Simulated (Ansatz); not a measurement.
Data:

Y₃Si₅:
```cif
data_Si5Y3
_chemical_formula_sum 'Y3 Si5'
_space_group_name_H-M_alt 'P 1'
_space_group_IT_number 1
_cell_length_a 6.58399
_cell_length_b 6.58399
_cell_length_c 4.19429
_cell_angle_alpha 90.000
_cell_angle_beta 90.000
_cell_angle_gamma 120.000
loop_
_space_group_symop_operation_xyz
  'x, y, z'
loop_
_atom_site_label
_atom_site_type_symbol
_atom_site_fract_x
_atom_site_fract_y
_atom_site_fract_z
_atom_site_occupancy
Y1 Y 0.00000 0.64742 0.00000 1
Y2 Y 0.64742 0.00000 0.00000 1
Y3 Y 0.35258 0.35258 0.00000 1
Si1 Si 0.66667 0.33333 0.50000 1
Si2 Si 0.33333 0.66667 0.50000 1
Si3 Si 0.00000 0.26834 0.50000 1
Si4 Si 0.26834 0.00000 0.50000 1
Si5 Si 0.73166 0.73166 0.50000 1
```

This is the PBE-relaxed structure.

**Question.** All from the program Ansatz at the PBE level (PAW), unless another level is named. Estimate the electronic character.

**Answer.** metallic (no gap).

**Question.** Give the density of states at the Fermi level.

**Answer.** 0.37 states/eV per atom (mean over ±0.08 eV).

**Question.** Next, the formation energy from the elements (no fitted shifts)?

**Answer.** -690 meV/atom.

**Question.** Predict the gap with spin–orbit coupling.

**Answer.** none (metallic).

Space group P-62m. The start of the workflow was typed in or built on a structure type; neither database checked (COD, Materials Project) lists it. Its standing as an ambient phase is unchecked. Symmetry was held in the PBE relaxation; its stability against distortions is not shown here. The run is not spin-polarised. The references are the lowest solids computed at this level, not always the standard phases. Spin–orbit coupling is left out wherever it is not named.

Potentials: the earlier of the program's two PAW sets.
